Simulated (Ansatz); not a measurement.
Relaxed CdS (zinc blende):

```
CdS
1.0
    0.00000     5.92662     5.92662
    2.96331     0.00000     2.96331
    2.96331     2.96331     0.00000
S Cd
2 2
Cartesian
  4.44497   4.44497   4.44497
  4.44497   7.40828   7.40828
  0.00000   0.00000   0.00000
  2.96331   5.92662   2.96331
```

In this cell atom 2 (S, nearest neighbour Cd at 2.566 Å; its periodic images, 4.2 Å or more away, move with it) is moved by s along Cartesian [110], unit vector (0.707, 0.707, 0.000); all other atoms and the cell stay fixed.

Method: PBE (plane waves to 420 eV, PAW, scalar-relativistic; Ansatz, a program for electronic structure). k mesh 4×8×8 (Γ-centred), Fermi-Dirac smearing 0.05 eV. The energy includes the smearing's −TS. Compression counts positive. F∥ is the force on the atom along that direction. CdS was relaxed with its symmetry unable to fall. ΔE is measured from the undisplaced structure.

```csv
s (Å),F∥ (eV/Å),P (GPa),ΔE (meV/cell)
-0.260,1.388,0.75,172.6
-0.208,1.076,0.48,108.7
-0.156,0.787,0.27,…
-0.104,0.515,…,26.6
-0.052,0.255,0.03,…
0.000,0.000,0.00,0.0
0.052,-0.255,0.03,…
0.104,-0.515,…,26.6
0.156,-0.787,0.27,…
0.208,-1.076,0.48,108.7
0.260,-1.388,0.75,172.6
```

Problem. Some entries are withheld; supply them.

Solution. 
- -0.156, ΔE (meV/cell): 60.4
- -0.104, P (GPa): 0.12
- -0.052, ΔE (meV/cell): 6.6
- 0.052, ΔE (meV/cell): 6.6
- 0.104, P (GPa): 0.12
- 0.156, ΔE (meV/cell): 60.4

(A displaced cell: forces are minus the slopes of the energy, force constants its curvatures, and phonons follow from these.)
